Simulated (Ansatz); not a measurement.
Method: Ansatz, DFT PBE, scalar-relativistic, plane waves, PAW, and for the lanthanide a 4f-in-core norm-conserving potential. Settings: cutoff 690 eV, Γ-centred meshes spaced at most about 0.3 Å⁻¹, and about 0.25 Å⁻¹ or finer for metals (2π included), Gaussian smearing. No spin polarisation in the final relaxations.

All energies are static (0 K, no zero-point motion). All come from trial cells, and lower structures may exist.

**Question.** These unrelaxed guesses for Ho4Pd are each relaxed within their symmetry. Order them by the energy at which they end, lowest first.
A.

Space group F-43m (No. 216). a = 7.591 Å, b = 7.591 Å, c = 7.591 Å, α = 90.00°, β = 90.00°, γ = 90.00°
| atom | site | symmetry | x | y | z |
| --- | --- | --- | --- | --- | --- |
| Ho | 16e | .3m | 0.3729 | 0.1271 | 0.3729 |
| Pd | 4b | -43m | 0.5000 | 0.0000 | 0.0000 |

B.

Space group Im-3m (No. 229). a = 6.121 Å, b = 6.121 Å, c = 6.121 Å, α = 90.00°, β = 90.00°, γ = 90.00°
| atom | site | symmetry | x | y | z |
| --- | --- | --- | --- | --- | --- |
| Ho | 8c | .-3m | 0.2500 | 0.2500 | 0.7500 |
| Pd | 2a | m-3m | 0.0000 | 0.0000 | 0.0000 |

C.

Space group Pm-3m (No. 221). a = 4.663 Å, b = 4.663 Å, c = 4.663 Å, α = 90.00°, β = 90.00°, γ = 90.00°
| atom | site | symmetry | x | y | z |
| --- | --- | --- | --- | --- | --- |
| Ho | 3c | 4/mm.m | 0.0000 | 0.5000 | 0.5000 |
| Ho | 1a | m-3m | 0.0000 | 0.0000 | 0.0000 |
| Pd | 1b | m-3m | 0.5000 | 0.5000 | 0.5000 |

**Answer.** C (ends in Pm-3m, 0 meV/atom), B (ends in Im-3m, 180 meV/atom), A (ends in F-43m, 0.96 eV/atom).

Cells relaxed within their symmetry can be saddle points. Some structure types and database cells were kept out of the candidates from the start, so a known form may be missing.

The lanthanide is trivalent by construction, without f bands, f moments or other valences.
